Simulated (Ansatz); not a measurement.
BaTiO$_{3}$ (tetragonal-perovskite type, space group P4mm)

```
CELL_PARAMETERS angstrom
      3.95540     0.00000     0.00000
      0.00000     3.95540     0.00000
      0.00000     0.00000     4.04437
ATOMIC_POSITIONS crystal
  Ti 0.50000 0.50000 0.44692
  Ba 0.00000 0.00000 0.93184
  O  0.50000 0.50000 0.90189
  O  0.50000 0.00000 0.41267
  O  0.00000 0.50000 0.41267
```

The slice is a (0 -1 1) plane (indices of the conventional cell) through the point (0.500, 0.500, 0.902) (fractional), spanned by u = [100] and v = [011] in vectors of this cell: u (3.96 Å) and v (5.66 Å, at 90° to u). It covers one period; positions are fractions (u, v).

The numbers are results of PBEsol (plane waves to 420 eV, PAW, scalar-relativistic; Ansatz, a quantum-chemistry and plane-wave program), not measurements. k mesh 8×8×8. Inside the PAW spheres the values are not all-electron values, and peaks at nuclei hang on which shells count as valence. BaTiO3 is run without spin polarisation. BaTiO3 was relaxed with its symmetry unable to fall.

### Question
Sketch the electron localisation function (ELF) on this plane as a map.

### Answer
```
|xx8998510000000158998x|
|xx9997310000000137999x|
|9999852000000000258999|
|9998631000000000136899|
|7775310000000000013577|
|4432100000000000001234|
|1111000000000000000111|
|0000000000000000000000|
|1111000000000000000111|
|4443100000000000001344|
|8876420000000000024678|
|9998741000000000147899|
|9999862000000000268999|
|xx9997410000000147999x|
|xxx99852000000025899xx|
|xxx99852000000025899xx|
|xx9997410000000147999x|
|x999963000000000369999|
|9999741000000000147999|
|9998520000010000025899|
|8775310001111100013577|
|4432100011121110001234|
|1110000011222110000011|
|0000000011222110000000|
|1110000011222110000011|
|4432100001111100001234|
|8875310000111000013578|
|9998620000000000026899|
|9999852000000000258999|
|xx9997310000000137999x|
|xx8998410000000148998x|
|xxx99852000000025899xx|
```
Scale: ten equal steps from 0.01 (start of '0') to 0.83 (end of '9'), in the order '0123456789'. Values: electron localisation function (ELF). The map has 22 points along u (one character each, u = 0 at the left) and 32 along v (v = 0 in the bottom row). Points within 0.4 Å of a nucleus are blanked (x), as the pseudised field means little there.
